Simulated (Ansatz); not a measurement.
# Rb₂AgBiI₆: kick along a soft mode, then relaxed

Theory: DFT PBEsol, scalar-relativistic, plane waves, PAW (Ansatz). Settings: plane waves to 420 eV, k-mesh 4×4×4 (Γ-centred), Gaussian smearing 0.05 eV. Spin–orbit coupling is left out, which can shift energies with elements as heavy as these. No spin polarisation. Energies are free energies at this smearing, counted from the undisturbed cell; pressure is positive in compression.

The undisturbed cell (relaxed at this level; it needn't be the usual structure):

```
Rb Ag Bi I
1.0
     0.00000    5.95246    5.95246
     5.95246    0.00000    5.95246
     5.95246    5.95246    0.00000
Rb Ag Bi I
2 1 1 6
Direct
  0.75000 0.75000 0.75000
  0.25000 0.25000 0.25000
  0.50000 0.50000 0.50000
  0.00000 0.00000 0.00000
  0.74443 0.25557 0.25557
  0.25557 0.25557 0.74443
  0.25557 0.74443 0.74443
  0.25557 0.74443 0.25557
  0.74443 0.25557 0.74443
  0.74443 0.74443 0.25557
```

The atoms are moved along a zone-centre mode of 29i cm⁻¹ (Å):

```
atom ux uy uz
 Rb1   0.000   0.000  0.000
 Rb2   0.000   0.000  0.000
 Ag3   0.000   0.000  0.000
 Bi4   0.000   0.000  0.000
  I5   0.000  -0.150  0.000
  I6   0.000   0.000  0.000
  I7   0.000   0.150  0.000
  I8   0.150   0.000  0.000
  I9  -0.150   0.000  0.000
 I10   0.000   0.000  0.000
```

Cell and atoms are then relaxed.

**Question.** Does the relaxation return to the undisturbed structure?

**Answer.** No. It ends 24.0 meV/atom below it. The final space group reads I4/m (tolerance 0.01 Å) and the volume changes by -3.56 %.

Final structure:

```
Rb Ag Bi I
1.0
     0.00000    5.75105    6.14978
     5.75105    0.00000    6.14978
     5.75105    5.75105    0.00000
Rb Ag Bi I
2 1 1 6
Direct
  0.75000 0.75000 0.75000
  0.25000 0.25000 0.25000
  0.50000 0.50000 0.50000
  0.00000 0.00000 0.00000
  0.67441 0.32559 0.19027
  0.24991 0.24991 0.75009
  0.32559 0.67441 0.80973
  0.19027 0.80973 0.32559
  0.80973 0.19027 0.67441
  0.75009 0.75009 0.24991
```

The relaxation, step by step (energy from the first step; small jumps at an unchanged geometry come where the plane waves are selected anew for the new cell):

```tsv
step	ΔE (meV/atom)	largest force component (eV/Å)	pressure (GPa)
1	0.0	0.054	-0.04
2	-0.7	0.064	-0.02
3	-1.5	0.073	-0.02
4	-8.9	0.102	-0.07
5	-16.5	0.064	-0.17
6	-20.8	0.129	0.24
7	-20.3	0.173	-0.21
8	-22.3	0.015	-0.02
9	-22.5	0.022	0.06
10	-22.5	0.001	0.01
11	-22.3	0.001	0.00
```

Cost: 1 run of about 2.8 core-minutes, on AMD EPYC 9R45 (Zen 5) (shared hosts).